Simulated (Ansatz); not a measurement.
EuZn, first-principles data

EuZn:
```cif
data_Eu2Zn2
_chemical_formula_sum 'Eu2 Zn2'
_space_group_name_H-M_alt 'P 1'
_space_group_IT_number 1
_cell_length_a 3.72406
_cell_length_b 3.72406
_cell_length_c 7.45180
_cell_angle_alpha 90.000
_cell_angle_beta 90.000
_cell_angle_gamma 90.000
loop_
_space_group_symop_operation_xyz
  'x, y, z'
loop_
_atom_site_label
_atom_site_type_symbol
_atom_site_fract_x
_atom_site_fract_y
_atom_site_fract_z
_atom_site_occupancy
Eu1 Eu 0.00000 0.00000 0.00000 1
Zn1 Zn 0.50000 0.50000 0.25000 1
Eu2 Eu 0.00000 0.00000 0.50000 1
Zn2 Zn 0.50000 0.50000 0.75000 1
```
The run is spin-polarised; directions of the spins, atom by atom: ↑ 0 ↓ 0.

Space group Pm-3m (No. 221), CsCl type; conventional cell a = b = c = 3.7247 Å, α = β = γ = 90.00°.

Method: DFT-r²SCAN in the program Ansatz with PAW potentials. Structure relaxed to zero pressure with the same functional. Other levels are named where they apply.

**Cell and energy**

```json
{
 "volume_per_atom": "25.84 Å³",
 "density": "6.98 g/cm³",
 "Formation energy from the elements (no fitted shifts)": "-269 meV/atom"
}
```

**Electronic structure**

```json
{
  "electronic_character": "metallic (no gap)",
  "Density of states at the Fermi level": "0.77 states/eV per atom (mean over ±0.08 eV)"
}
```

**Magnetism**

```json
{
 "magnetic_order": "antiferromagnetic",
 "net_moment": "0.00 μB per atom"
}
```

**Charges**

```json
{
  "bader_charges": "Eu +1.09, Zn -1.09 e"
}
```

The workflow started from an entry of the Crystallography Open Database (COD). Its standing as an ambient phase is unchecked. The cell was relaxed with r²SCAN under the symmetry of its start, as lowered by the spin order; its stability against distortions is not shown here. Spin order of the final state: antiferromagnetic, chosen from 3 collinear starts compared on coarse meshes (ties went to the first, and starts can fall back to one state), not a proven ground state. The 4f shell is in the valence, and the state reached may lie above the lowest one. Other orbital occupations within this spin state were not tried. No Hubbard U is applied. Point labels and valley counts follow the cell and symmetry of the run, lower than the named group. The references are the lowest solids computed at this level, not always the standard phases. Scalar-relativistic: spin–orbit coupling is off unless named, which matters more the heavier the elements.

Potentials: the later of the program's two PAW sets.
